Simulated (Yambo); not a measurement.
BeS (zinc blende, space group F-43m, No. 216), G0W0@LDA in Yambo with this input:

```
rim_cut
gw0
dyson
el_el_corr
HF_and_locXC
ppa
em1d
RandQpts= 1000000
RandGvec= 1 Ry
EXXRLvcs= 88 Ry
VXCRLvcs= 352 Ry
Chimod= "HARTREE"
% BndsRnXp
 2 | 62 |
%
NGsBlkXp= 10 Ry
% LongDrXp
 1.0 | 1.0 | 1.0 |
%
PPAPntXp= 27.2114 eV
% GbndRnge
 1 | 62 |
%
GTermKind= "BG"
DysSolver= "n"
ExtendOut
```

On a 6×6×6 mesh, with wavefunctions cut at 88 Ry, the gap (Γ → X) is 4.551 eV and the valence edge shifts by -1.167 eV.

Q: What happens with this change: no terminator?

A: The gap falls by 0.046 eV, to 4.505 eV; the shift of the valence edge becomes -1.060 eV. Neither run is shown to be the converged limit.

Geometry relaxed with LDA; primitive cell a = b = c = 3.391 Å, α = β = γ = 60.00°.

A shift is the quasiparticle energy of the state minus its LDA energy.
